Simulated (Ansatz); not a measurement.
Sb:
```
CELL_PARAMETERS angstrom
     -3.47726     3.47726     3.47726
      3.47726    -3.47726     3.47726
      3.47726     3.47726    -3.47726
ATOMIC_POSITIONS crystal
  Sb 0.71093 0.00000 0.00000
  Sb 0.00000 0.71093 0.00000
  Sb 0.00000 0.00000 0.71093
  Sb 0.28907 0.28907 0.28907
```

r²SCAN+D4 (plane waves, PAW; program Ansatz) gives a gap of 1.29 eV without spin–orbit coupling, maximum at Γ, minimum at Γ.

### Question
What happens when spin–orbit coupling is switched on?

### Answer
The gap drops by 0.17 eV, to 1.12 eV; maximum on the N–Γ line, 96 % of the way from N, minimum at Γ.

Space group I-43m. The start of the workflow was typed in or built on a structure type; neither database checked (COD, Materials Project) lists it. It is not the phase usual at ambient conditions (space group No. 166). Symmetry was held in the r²SCAN+D4 relaxation; whether a distortion lowers the energy is not shown. The volume moved by 16 % from the start of the relaxation.

Potentials: the earlier of the program's two PAW sets.
